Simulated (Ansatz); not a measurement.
One crystal and one scan (energy over volume and axial ratio) at two levels, PBE (plane waves to 420 eV, PAW, scalar-relativistic; Ansatz, a quantum-chemistry and plane-wave program) and r2SCAN (plane waves to 500 eV, PAW, scalar-relativistic; Ansatz), each from its own relaxed cell and on its own mesh. The cell shown is that of PBE.

Zr (hcp, Mg type)

```xyz
2
Lattice="3.2316 0.0000 0.0000 -1.6158 2.7986 0.0000 0.0000 0.0000 5.1736" Properties=species:S:1:pos:R:3 pbc="T T T"
Zr     0.0000     1.8658     3.8802
Zr     1.6158     0.9329     1.2934
```

Two coordinates are scanned: the volume, and the ratio of the stretch along z (the conventional c axis) to the stretch across it. Atoms keep their fractional coordinates.

Energies are smeared free energies. The PAW data are Ansatz's earlier set. Zr is run without spin polarisation. Zr was relaxed with its symmetry unable to fall. With partly filled bands, the response to shear is sensitive to the k mesh, so small differences along c/a are uncertain. Percentages come from the unrounded values. Both scans cover V/V₀ from 0.920 to 1.080 and (c/a)/(c/a)₀ from 0.960 to 1.040.

Results of PBE:

* **Lattice constant a (Å)**: 3.232
* **Lattice constant c (Å)**: 5.174
* **Relaxed volume (Å³/atom)**: 23.40
* **Modulus against c/a change at fixed volume, (3/4V)·∂²E/∂(ln c/a)² (fit, atoms clamped) (GPa)**: 45

Task: What does r2SCAN give for the same quantities?

Result: 
```
quantity                                                                                      r2SCAN     PBE − r2SCAN
--------------------------------------------------------------------------------------------  ------  ---------------
Lattice constant a (Å)                                                                         3.246  -0.014 (-0.4 %)
Lattice constant c (Å)                                                                         5.151  +0.023 (+0.4 %)
Relaxed volume (Å³/atom)                                                                       23.50   -0.10 (-0.4 %)
Modulus against c/a change at fixed volume, (3/4V)·∂²E/∂(ln c/a)² (fit, atoms clamped) (GPa)      52       -7 (-13 %)
```

PBE gives the higher value for: lattice constant c. PBE gives the lower value for: lattice constant a; modulus against c/a change at fixed volume. They agree on: relaxed volume (within 0.6 %).

(A scan under strain: stresses follow from slopes of the energy per volume, elastic moduli from its curvatures.)
